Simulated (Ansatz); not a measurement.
A distorted cell of CdSe (wurtzite):

```yaml
crystal:
  lattice:
    - [4.33999, 0.00000, 0.00000]
    - [-2.17000, 3.75854, 0.00000]
    - [0.00000, 0.00000, 7.07803]
  atoms:
    - { symbol: Cd, position: [0.66667, 0.33333, 0.00056] }
    - { symbol: Cd, position: [0.46851, 0.66667, 0.62489] }
    - { symbol: Se, position: [0.66667, 0.33333, 0.62464] }
    - { symbol: Se, position: [0.33333, 0.66667, 0.12464] }
```

Calculation: r2SCAN (plane waves to 500 eV, PAW, scalar-relativistic; Ansatz, a first-principles code). k mesh 7×7×4 (Γ-centred), Fermi-Dirac smearing 0.05 eV. The energy includes the smearing's −TS. Stress and pressure are positive under compression. CdSe was relaxed with its symmetry unable to fall.

Task: What forces act on the atoms (eV/Å, Cartesian)?

Result: 
```csv
atom,Fx,Fy,Fz
Cd1,0.083,-0.041,0.969
Cd2,-9.247,6.589,-0.432
Se3,9.110,-6.581,-0.471
Se4,0.054,0.032,-0.066
```

Task: Give the stress tensor in GPa and the pressure.

Result: 
```
   17.9    -15.7      0.2
  -15.7     11.8      0.0
    0.2      0.0      0.4
```
The pressure, a third of the trace, is 10.0 GPa.

Task: In it atom 2 sits (0.587, 0.000, 0.880) Å away from its relaxed site. What is its energy relative to the relaxed cell?

Result: 2894 meV/cell.

(A displaced cell: forces are minus the slopes of the energy, force constants its curvatures, and phonons follow from these.)
